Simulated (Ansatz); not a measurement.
Notes on OsBr4

```
CELL_PARAMETERS angstrom
4.22220 4.43361 0.00000
4.22220 -4.43361 0.00000
0.00000 0.00000 -3.79141
ATOMIC_POSITIONS crystal
Br 0.18940 0.81060 0.50000
Br 0.81060 0.18940 0.50000
Os 0.00000 0.00000 0.00000
Br 0.28520 0.28520 0.00000
Br 0.71480 0.71480 0.00000
```

Method: r2SCAN, no spin polarisation; PAW, plane waves to 500 eV, 6×6×9 Γ-centred mesh, cold occupations (width 0.0335 eV) (Ansatz 0.2.0), atoms fixed.

**Question.** Which element gives electrons and which takes them?

**Answer.** Bader charges in e: Os +1.02, Br -0.28 to -0.24. In the mean Os gives up most and Br takes most.

**Question.** Where is the largest force?

**Answer.** The largest is on Br4 (and as large on other atoms): 0.13 eV/Å, components (0.13, 0.00, 0.00). It makes 180° with the line to a nearest neighbour, Os3 at 2.41 Å, pointing away from it.

**Question.** Is it stable against the elements?

**Answer.** -0.15 eV an atom against the elements' usual phases (free molecules for gases, crystals otherwise, with no correction for O₂ or N₂), so it is bound against them; other compounds may still compete. Relaxing would lower it.

**Question.** Metal or insulator?

**Answer.** It is a metal, with about 7.3 states/eV a cell as the mean within 0.25 eV of the Fermi level, mostly Os d (56 %) and Br p (43 %).

Origin: a known structure type with other elements, at an estimated volume, so it need not be a known compound. Caveats: many states at the Fermi level without spin polarisation, so a magnetic state may lie lower.
